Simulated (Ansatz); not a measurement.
Values for one crystal, relaxed and computed with the program Ansatz at the PBEsol level (PAW); other levels are named.

```yaml
volume_per_atom: 10.81 Å³
electronic_character: metallic (no gap)
Pressure derivative B′: 4.1
Bulk modulus (Birch–Murnaghan fit): 231 GPa
Formation energy from the elements (no fitted shifts): 0.083 eV/atom
Density of states at the Fermi level: 1.0 states/eV per atom (mean over ±0.08 eV)
```

Question: Pick the material that matches.
A) Co3BPt, Pm-3m (Co on 3c, Pt on 1a, B on 1b)
B) ZrN, Pm-3m (Zr on 3c, N on 3d)
C) Re2B, P6_3/mmc (B on 2c, Re on 2a, Re on 2d)
D) CoO, NiAs type

Answer: A, Co3BPt, Pm-3m (Co on 3c, Pt on 1a, B on 1b)

The start of the workflow was typed in or built on a structure type; neither database checked (COD, Materials Project) lists it. Whether it is the stable phase at ambient conditions was not checked. Symmetry was held in the PBEsol relaxation; whether a distortion lowers the energy is not shown. Magnetic state: ferromagnetic, chosen from 4 collinear starts compared on coarse meshes (ties went to the first, and starts can fall back to one state), not a proven ground state. The references are the lowest solids computed at this level, not always the standard phases. Spin–orbit coupling is left out wherever it is not named.

Potentials: the earlier of the program's two PAW sets. The files were generated under PBE; for other functionals the program regenerates the frozen cores, and for LDA and PBEsol the local potential too.
